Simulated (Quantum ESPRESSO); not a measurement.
## Calculated data, Mg$_{5}$AlGaS$_{8}$ (made-up cell, one site empty), AlZnGaCl$_{2}$F$_{6}$ (made-up cell, one site empty)

Calculation on a made-up crystal cell, not a measurement, run twice, once with a planted mistake found by running each candidate: periodic Kohn-Sham density functional theory in plane waves with PseudoDojo standard norm-conserving scalar-relativistic pseudopotentials, each functional with its own files (v0.5 for PBE, v0.4.1 for LDA and PBEsol), no spin polarisation, no spin-orbit coupling, atoms not relaxed, stress positive in tension, energies less a fixed whole-eV offset for each atom's element; levels are Kohn-Sham levels at fractions of this cell's reciprocal vectors, counted from the reference band (half the neutral cell's valence electrons, rounded up) at Gamma; error bars cover cutoff and k-mesh only, not smearing or the files; each bar is the largest change over components, and at least 0.002 eV, 0.002 eV per angstrom or 0.02 GPa; a charged cell sits in a uniform background, with energy and stress on this program's zero of potential; no dispersion term; energies are for the whole cell, and the offsets were chosen from early runs and are not element reference energies; a distance is the largest change of any value in units of its error bar (the energy's for the smearing term), a scale change is of lengths, and a coarse mesh keeps the half-step shift. Program: Quantum ESPRESSO 7.5.

Common to all runs: empty site 3; intended functional pbe; intended cutoff 1143 eV; intended fermi dirac smearing 0.025 eV; intended scf tolerance 1e-07 eV; intended electrons removed 0; healthy smearing term minus ts 0 eV; candidate k points along each vector 1; structure shown as intended, without the mistake.

(1) 
```cif
# cell vector a (Å): 5.6159 0.0259 -0.0289
# cell vector b (Å): 0.0259 5.6746 -0.0073
# cell vector c (Å): -0.0578 -0.0145 11.4946
data_Mg5AlGaS8
_symmetry_space_group_name_H-M 'P 1'
_symmetry_Int_Tables_number 1
_cell_length_a 5.6160
_cell_length_b 5.6747
_cell_length_c 11.4948
_cell_angle_alpha 90.147
_cell_angle_beta 90.583
_cell_angle_gamma 89.474
_cell_volume 366.29
loop_
_atom_site_label
_atom_site_type_symbol
_atom_site_fract_x
_atom_site_fract_y
_atom_site_fract_z
_atom_site_occupancy
Mg1 Mg 0.00769 0.98199 0.99892 1
Ga1 Ga 0.01162 0.46640 0.25129 1
Mg2 Mg 0.48897 0.48719 0.99661 1
Al1 Al 0.00495 0.00018 0.51229 1
Mg3 Mg 0.00452 0.50224 0.75218 1
Mg4 Mg 0.51224 0.98482 0.75231 1
Mg5 Mg 0.50899 0.50909 0.50755 1
S1 S 0.24976 0.25579 0.13084 1
S2 S 0.25564 0.74903 0.37121 1
S3 S 0.74127 0.22112 0.37622 1
S4 S 0.73336 0.75963 0.12389 1
S5 S 0.25438 0.25296 0.63007 1
S6 S 0.26761 0.75061 0.86311 1
S7 S 0.75212 0.24341 0.87746 1
S8 S 0.74393 0.74800 0.62521 1
_calc_lattice_type 'doubled zincblende/diamond'
_calc_healthy_free_energy_less_offsets 7.95  # eV
_calc_healthy_scf_iterations 13
_calc_healthy_pressure -2.87  # GPa
_calc_healthy_stress_xx 2.14  # GPa
_calc_healthy_stress_yy 2.67  # GPa
_calc_healthy_stress_zz 3.81  # GPa
_calc_healthy_stress_yz -0.38  # GPa
_calc_healthy_stress_xz 0.24  # GPa
_calc_healthy_stress_xy 0.02  # GPa
_calc_healthy_reference_band 57
_calc_faulty_free_energy_less_offsets 7.851  # eV
_calc_faulty_scf_iterations 13
_calc_faulty_smearing_term_minus_ts 0  # eV
_calc_faulty_pressure -2.06  # GPa
_calc_faulty_stress_xx 1.31  # GPa
_calc_faulty_stress_yy 1.85  # GPa
_calc_faulty_stress_zz 3.01  # GPa
_calc_faulty_stress_yz -0.44  # GPa
_calc_faulty_stress_xz 0.29  # GPa
_calc_faulty_stress_xy -0.01  # GPa
_calc_faulty_reference_band 57
_calc_candidate_cutoff 775  # eV
_calc_candidate_smearing 0.8  # eV
_calc_candidate_functional 'pbesol'
_calc_candidate_scf_tolerance 0.2  # eV
_calc_candidate_electrons_removed 1
_calc_candidate_scale_change -0.59  # percent
_calc_candidate_first_exchanged_site 7
_calc_candidate_second_exchanged_site 10
_calc_intended_k_mesh '4 x 4 x 2, shifted by half a step'
_calc_fault_kind ?
```

Atoms:
```
atoms element  atom site  atom energy offset (eV)
           Mg          1                    -1617
           Ga          2                    -2080
           Mg          4                    -1617
           Al          5                      -64
           Mg          6                    -1617
           Mg          7                    -1617
           Mg          8                    -1617
            S          9                     -302
            S         10                     -302
            S         11                     -302
            S         12                     -302
            S         13                     -302
            S         14                     -302
            S         15                     -302
            S         16                     -302
```

Healthy forces:
```
site  x (eV/Å)  y (eV/Å)  z (eV/Å)
   1    -0.151     0.038     0.873
   2    -0.823     0.979    -0.248
   4     0.419     0.444     0.925
   5    -0.066    -0.058    -1.819
   6    -0.361    -0.268     0.478
   7     0.131     0.935     0.209
   8    -0.478    -0.681    -1.604
   9    -0.175    -0.305    -0.067
  10    -1.055     0.219      1.07
  11     1.223     0.077     0.903
  12     0.758    -1.029     0.299
  13    -0.449    -0.914    -0.556
  14    -0.596    -0.303     0.389
  15     0.165     0.028    -0.697
  16     1.456     0.838    -0.155
```

Healthy levels:
```
level k point  next band up (eV)
        Gamma              1.208
(1/2,1/2,1/2)              1.986
   (0.15,0,0)              1.509
   (0,0.15,0)              1.534
   (0,0,0.15)              1.288
```

Faulty forces:
```
site  x (eV/Å)  y (eV/Å)  z (eV/Å)
   1     -0.13     0.036     0.888
   2    -0.886      1.03    -0.217
   4     0.422     0.451     0.943
   5    -0.057    -0.072    -1.854
   6    -0.392     -0.28     0.495
   7     0.146     0.981     0.205
   8    -0.497    -0.719    -1.655
   9    -0.119    -0.378    -0.066
  10     -1.05     0.265     1.041
  11     1.193     0.054     0.869
  12     0.739    -1.025     0.365
  13    -0.437    -0.926    -0.566
  14    -0.616     -0.31     0.418
  15      0.18     0.035    -0.707
  16     1.505     0.857    -0.159
```

Faulty levels:
```
level k point  next band up (eV)
        Gamma              1.275
(1/2,1/2,1/2)              2.059
   (0.15,0,0)              1.577
   (0,0.15,0)              1.603
   (0,0,0.15)              1.355
```

Candidate mistake: coarse kmesh, low cutoff, wide smearing, wrong functional, loose scf, wrong charge, cell scaled, atoms exchanged

(2) 
```cif
# cell vector a (Å): 5.6159 0.0259 -0.0289
# cell vector b (Å): 0.0259 5.6746 -0.0073
# cell vector c (Å): -0.0578 -0.0145 11.4946
data_Mg5AlGaS8
_symmetry_space_group_name_H-M 'P 1'
_symmetry_Int_Tables_number 1
_cell_length_a 5.6160
_cell_length_b 5.6747
_cell_length_c 11.4948
_cell_angle_alpha 90.147
_cell_angle_beta 90.583
_cell_angle_gamma 89.474
_cell_volume 366.29
loop_
_atom_site_label
_atom_site_type_symbol
_atom_site_fract_x
_atom_site_fract_y
_atom_site_fract_z
_atom_site_occupancy
Mg1 Mg 0.00769 0.98199 0.99892 1
Ga1 Ga 0.01162 0.46640 0.25129 1
Mg2 Mg 0.48897 0.48719 0.99661 1
Al1 Al 0.00495 0.00018 0.51229 1
Mg3 Mg 0.00452 0.50224 0.75218 1
Mg4 Mg 0.51224 0.98482 0.75231 1
Mg5 Mg 0.50899 0.50909 0.50755 1
S1 S 0.24976 0.25579 0.13084 1
S2 S 0.25564 0.74903 0.37121 1
S3 S 0.74127 0.22112 0.37622 1
S4 S 0.73336 0.75963 0.12389 1
S5 S 0.25438 0.25296 0.63007 1
S6 S 0.26761 0.75061 0.86311 1
S7 S 0.75212 0.24341 0.87746 1
S8 S 0.74393 0.74800 0.62521 1
_calc_lattice_type 'doubled zincblende/diamond'
_calc_healthy_free_energy_less_offsets 7.95  # eV
_calc_healthy_scf_iterations 13
_calc_healthy_pressure -2.87  # GPa
_calc_healthy_stress_xx 2.14  # GPa
_calc_healthy_stress_yy 2.67  # GPa
_calc_healthy_stress_zz 3.81  # GPa
_calc_healthy_stress_yz -0.38  # GPa
_calc_healthy_stress_xz 0.24  # GPa
_calc_healthy_stress_xy 0.02  # GPa
_calc_healthy_reference_band 57
_calc_faulty_free_energy_less_offsets 17.601  # eV
_calc_faulty_scf_iterations 18
_calc_faulty_smearing_term_minus_ts -0.009  # eV
_calc_faulty_pressure 0.96  # GPa
_calc_faulty_stress_xx -0.19  # GPa
_calc_faulty_stress_yy -1.27  # GPa
_calc_faulty_stress_zz -1.4  # GPa
_calc_faulty_stress_yz -2.02  # GPa
_calc_faulty_stress_xz -1.65  # GPa
_calc_faulty_stress_xy 2.21  # GPa
_calc_faulty_reference_band 57
_calc_candidate_cutoff 775  # eV
_calc_candidate_smearing 0.8  # eV
_calc_candidate_functional 'pbesol'
_calc_candidate_scf_tolerance 0.2  # eV
_calc_candidate_electrons_removed 1
_calc_candidate_scale_change -0.59  # percent
_calc_candidate_first_exchanged_site 7
_calc_candidate_second_exchanged_site 10
_calc_intended_k_mesh '4 x 4 x 2, shifted by half a step'
_calc_fault_kind ?
```

Atoms:
```
atoms element  atom site  atom energy offset (eV)
           Mg          1                    -1617
           Ga          2                    -2080
           Mg          4                    -1617
           Al          5                      -64
           Mg          6                    -1617
           Mg          7                    -1617
           Mg          8                    -1617
            S          9                     -302
            S         10                     -302
            S         11                     -302
            S         12                     -302
            S         13                     -302
            S         14                     -302
            S         15                     -302
            S         16                     -302
```

Healthy forces:
```
site  x (eV/Å)  y (eV/Å)  z (eV/Å)
   1    -0.151     0.038     0.873
   2    -0.823     0.979    -0.248
   4     0.419     0.444     0.925
   5    -0.066    -0.058    -1.819
   6    -0.361    -0.268     0.478
   7     0.131     0.935     0.209
   8    -0.478    -0.681    -1.604
   9    -0.175    -0.305    -0.067
  10    -1.055     0.219      1.07
  11     1.223     0.077     0.903
  12     0.758    -1.029     0.299
  13    -0.449    -0.914    -0.556
  14    -0.596    -0.303     0.389
  15     0.165     0.028    -0.697
  16     1.456     0.838    -0.155
```

Healthy levels:
```
level k point  next band up (eV)
        Gamma              1.208
(1/2,1/2,1/2)              1.986
   (0.15,0,0)              1.509
   (0,0.15,0)              1.534
   (0,0,0.15)              1.288
```

Faulty forces:
```
site  x (eV/Å)  y (eV/Å)  z (eV/Å)
   1    -0.138     0.158     0.828
   2    -0.882     0.156    -0.543
   4     0.492     0.325     0.909
   5    -0.505     1.122     0.115
   6    -0.311    -0.332    -0.038
   7     0.736    -1.787     2.167
   8     0.519    -2.096     0.274
   9    -0.188    -0.925    -0.775
  10     -0.27     1.288    -1.697
  11     0.294    -0.034      0.66
  12     0.366    -0.867     0.152
  13    -1.414     1.043    -1.342
  14    -0.275     0.281     -0.01
  15     0.426     0.744    -0.367
  16      1.15     0.924    -0.332
```

Faulty levels:
```
level k point  next band up (eV)
        Gamma              0.247
(1/2,1/2,1/2)              0.432
   (0.15,0,0)              0.266
   (0,0.15,0)              0.269
   (0,0,0.15)              0.252
```

Candidate mistake: coarse kmesh, low cutoff, wide smearing, wrong functional, loose scf, wrong charge, cell scaled, atoms exchanged

(3) 
```cif
# cell vector a (Å): 4.7217 -0.0435 0.0570
# cell vector b (Å): -0.0435 4.7993 -0.0524
# cell vector c (Å): 0.0755 -0.0694 6.2166
data_AlZnGaCl2F6
_symmetry_space_group_name_H-M 'P 1'
_symmetry_Int_Tables_number 1
_cell_length_a 4.7222
_cell_length_b 4.7998
_cell_length_c 6.2174
_cell_angle_alpha 91.271
_cell_angle_beta 88.607
_cell_angle_gamma 91.055
_cell_volume 140.82
loop_
_atom_site_label
_atom_site_type_symbol
_atom_site_fract_x
_atom_site_fract_y
_atom_site_fract_z
_atom_site_occupancy
Ga1 Ga 0.01348 0.99668 0.00414 1
Zn1 Zn 0.50084 0.49949 0.25682 1
Al1 Al 0.49964 0.50301 0.75280 1
F1 F 0.30582 0.30979 0.00243 1
F2 F 0.70191 0.69901 0.99756 1
F3 F 0.80275 0.18918 0.24775 1
F4 F 0.19541 0.80334 0.24714 1
F5 F 0.30550 0.30587 0.50390 1
Cl1 Cl 0.68706 0.69705 0.50215 1
F6 F 0.80680 0.19289 0.75265 1
Cl2 Cl 0.19746 0.81382 0.74755 1
_calc_lattice_type 'rutile, doubled along c'
_calc_healthy_free_energy_less_offsets 32.951  # eV
_calc_healthy_scf_iterations 11
_calc_healthy_pressure 11.63  # GPa
_calc_healthy_stress_xx -13.08  # GPa
_calc_healthy_stress_yy -10.39  # GPa
_calc_healthy_stress_zz -11.41  # GPa
_calc_healthy_stress_yz -3.93  # GPa
_calc_healthy_stress_xz 5.16  # GPa
_calc_healthy_stress_xy -3.33  # GPa
_calc_healthy_reference_band 46
_calc_faulty_free_energy_less_offsets 61.089  # eV
_calc_faulty_scf_iterations 10
_calc_faulty_smearing_term_minus_ts 0  # eV
_calc_faulty_pressure -168.63  # GPa
_calc_faulty_stress_xx 167.73  # GPa
_calc_faulty_stress_yy 169.84  # GPa
_calc_faulty_stress_zz 168.33  # GPa
_calc_faulty_stress_yz -4.1  # GPa
_calc_faulty_stress_xz 4.92  # GPa
_calc_faulty_stress_xy -3.41  # GPa
_calc_faulty_reference_band 46
_calc_candidate_cutoff 659  # eV
_calc_candidate_smearing 0.62  # eV
_calc_candidate_functional 'lda'
_calc_candidate_scf_tolerance 0.4  # eV
_calc_candidate_electrons_removed -1
_calc_candidate_scale_change 1.64  # percent
_calc_candidate_first_exchanged_site 10
_calc_candidate_second_exchanged_site 11
_calc_intended_k_mesh '5 x 5 x 4, shifted by half a step'
_calc_fault_kind ?
```

Atoms:
```
atoms element  atom site  atom energy offset (eV)
           Ga          1                    -2080
           Zn          2                    -5687
           Al          4                      -64
            F          5                     -677
            F          6                     -677
            F          7                     -677
            F          8                     -677
            F          9                     -677
           Cl         10                     -449
            F         11                     -677
           Cl         12                     -449
```

Healthy forces:
```
site  x (eV/Å)  y (eV/Å)  z (eV/Å)
   1    -2.452     2.005     5.055
   2    -1.734    -1.864    -1.724
   4     0.703    -4.729     1.303
   5     0.428     0.445    -1.116
   6    -0.591    -0.592    -1.013
   7     0.627     -0.56    -2.103
   8    -0.452     0.468     -1.61
   9     0.122     0.044     1.838
  10     4.253     3.709     0.579
  11    -1.237     1.319     1.585
  12     0.334    -0.246    -2.793
```

Healthy levels:
```
level k point  next band up (eV)
        Gamma              3.355
(1/2,1/2,1/2)              4.688
   (0.15,0,0)              3.609
   (0,0.15,0)              3.604
   (0,0,0.15)              3.512
```

Faulty forces:
```
site  x (eV/Å)  y (eV/Å)  z (eV/Å)
   1    -2.373     1.959     5.282
   2    -1.738    -1.885    -1.501
   4     0.693    -4.741     1.337
   5     0.349     0.397    -1.157
   6    -0.502    -0.446    -1.147
   7     0.783    -0.751    -2.128
   8    -0.608     0.595    -1.695
   9     0.136     0.053     1.823
  10     4.219     3.688     0.528
  11    -1.288     1.375     1.464
  12     0.328    -0.243    -2.808
```

Faulty levels:
```
level k point  next band up (eV)
        Gamma              3.289
(1/2,1/2,1/2)              4.638
   (0.15,0,0)              3.548
   (0,0.15,0)              3.543
   (0,0,0.15)               3.45
```

Candidate mistake: coarse kmesh, low cutoff, wide smearing, wrong functional, loose scf, wrong charge, cell scaled, atoms exchanged

Question: What fault kind does the calculation give for Mg$_{5}$AlGaS$_{8}$ (made-up cell, one site empty) (entry 1)?
Answer: cell scaled

Question: Estimate the fault kind of Mg$_{5}$AlGaS$_{8}$ (made-up cell, one site empty) (entry 2).
Answer: atoms exchanged

Question: Give the missing fault kind for AlZnGaCl$_{2}$F$_{6}$ (made-up cell, one site empty) (entry 3).
Answer: low cutoff

Further results for Mg$_{5}$AlGaS$_{8}$ (made-up cell, one site empty) (entry 1):

```
other mistakes compared             : 7
distance from healthy               : 41.38 error bars
distance from nearest other mistake : 152.8 error bars
healthy error bar energy            : 0.003582 eV
healthy error bar stress            : 0.02 GPa
healthy error bar force             : 0.004679 eV/Å
healthy error bar next band up      : 0.002 eV
```

Further results for Mg$_{5}$AlGaS$_{8}$ (made-up cell, one site empty) (entry 2):

```
other mistakes compared             : 7
distance from healthy               : 2694 error bars
distance from nearest other mistake : 984.7 error bars
healthy error bar energy            : 0.003582 eV
healthy error bar stress            : 0.02 GPa
healthy error bar force             : 0.004679 eV/Å
healthy error bar next band up      : 0.002 eV
```

Further results for AlZnGaCl$_{2}$F$_{6}$ (made-up cell, one site empty) (entry 3):

```
other mistakes compared             : 7
distance from healthy               : 9368 error bars
distance from nearest other mistake : 8586 error bars
healthy error bar energy            : 0.003004 eV
healthy error bar stress            : 0.02 GPa
healthy error bar force             : 0.002 eV/Å
healthy error bar next band up      : 0.002 eV
```
